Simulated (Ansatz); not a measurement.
# Rocksalt alloy of PbS and CaS (28 of 32 Pb sites exchanged), 64 atoms

Ansatz, PAW, plane waves. PBEsol relaxation of volume and atoms (shape held) at the single k point (¼, ¼, ¼) without its symmetry partners; single points on the relaxed atoms at the single k point (¼, ¼, ¼) without its symmetry partners, onto which points of the small cell's zone fold. Arrangement: random. No spin–orbit coupling unless named.

Relaxed structure:

```xyz
64
Lattice="11.3496 0.0000 0.0000 0.0000 11.3496 0.0000 0.0000 0.0000 11.3496" Properties=species:S:1:pos:R:3 pbc="T T T"
S     2.8413    0.0049   11.2863
S     2.8319   11.3470    5.7442
S     2.8371    5.6775   11.3434
S     2.8374    5.6744    5.6838
S     8.5141    0.0023   11.3434
S     8.5093   11.3484    5.6844
S     8.5142    5.6791   11.2849
S     8.5094    5.6713    5.7424
S     0.0002    2.8392   11.3435
S    11.3470    2.8367    5.6838
S     0.0036    8.5155   11.2846
S    11.3444    8.5094    5.7433
S     5.6786    2.8429   11.2854
S     5.6694    2.8335    5.7437
S     5.6757    8.5144   11.3440
S     5.6712    8.5113    5.6839
S    11.2819    0.0671    2.8371
S    11.3433    0.0050    8.5124
S     0.0667    5.6085    2.8387
S     0.0034    5.6701    8.5139
S     5.7404   11.2837    2.8387
S     5.6775   11.3471    8.5131
S     5.6072    5.7422    2.8387
S     5.6692    5.6813    8.5131
S     2.7702    2.9028    2.8378
S     2.8321    2.8430    8.5131
S     2.9010    8.4449    2.8394
S     2.8431    8.5088    8.5134
S     8.5782    2.7715    2.8384
S     8.5158    2.8340    8.5134
S     8.4427    8.5798    2.8403
S     8.5079    8.5167    8.5145
Ca   11.3457    0.0096   11.3360
Ca   11.3394    0.0055    5.6884
Ca    0.0085    5.6693   11.3373
Ca    0.0060    5.6665    5.6901
Ca    5.6841   11.3459   11.3367
Ca    5.6776   11.3402    5.6905
Ca    5.6682    5.6852   11.3364
Ca    5.6669    5.6801    5.6908
Ca    2.8321    2.8476   11.3354
Ca    2.8265    2.8424    5.6896
Ca    2.8459    8.5084   11.3367
Ca    2.8397    8.5042    5.6897
Ca    8.5210    2.8320   11.3359
Ca    8.5156    2.8274    5.6901
Ca    8.5065    8.5233   11.3388
Ca    8.5010    8.5178    5.6905
Ca    2.8358    0.0008    8.5154
Ca    2.8369    5.6742    2.8392
Ca    2.8359    5.6752    8.5131
Ca    8.5115   11.3494    2.8391
Ca    8.5102    0.0002    8.5138
Ca    8.5115    5.6755    8.5133
Ca   11.3489    2.8373    2.8391
Ca   11.3489    2.8370    8.5134
Ca    0.0009    8.5134    8.5138
Ca    5.6747    2.8390    8.5152
Ca    5.6731    8.5130    2.8394
Ca    5.6749    8.5149    8.5149
Pb    2.8384    0.0025    2.8406
Pb    8.5111    5.6758    2.8361
Pb    0.0011    8.5126    2.8379
Pb    5.6763    2.8381    2.8406
```

(1) What are the mean bond lengths by pair (pairs within 1.2 times the sum of covalent radii, less contacts 15 % beyond the pair's median; cation–cation pairs of compounds aside; long ionic contacts are cut short by that bound)?

(2) What gap lies between the top filled and the lowest empty level in the single points?

Results:

(1) Ca–S 2.828 ± 0.025 Å (standard deviation, 168 bonds); Pb–S 2.905 ± 0.002 Å (standard deviation, 24 bonds).

(2) HSE06 3.42 eV (48 s on NVIDIA H100). Away from Γ this isn't the crystal's band gap.
